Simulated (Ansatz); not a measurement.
BN:
```xyz
4
Lattice="1.2490 -2.1633 0.0000 1.2490 2.1633 0.0000 0.0000 0.0000 6.5994" Properties=species:S:1:pos:R:3 pbc="T T T"
B      1.2490     0.7193     4.9495
N      1.2490    -0.7229     4.9495
B      1.2490    -0.7193     1.6498
N      1.2490     0.7229     1.6498
```

Relaxed with r²SCAN+D4.

Task: Give the Bader charges and basin volumes of the independent atoms, r²SCAN+D4 in the plane-wave PAW code Ansatz.

Result: 

```tsv
atom	Bader charge (e)	Bader volume (Å³)
B1	+2.30	1.9
N2	-2.30	16.0
```

Space group P6_3/mmc. The cell was relaxed with r²SCAN+D4 under the symmetry of its start.

Potentials: the earlier of the program's two PAW sets. The files were generated under PBE; for other functionals the program regenerates the frozen cores, and for LDA and PBEsol the local potential too.
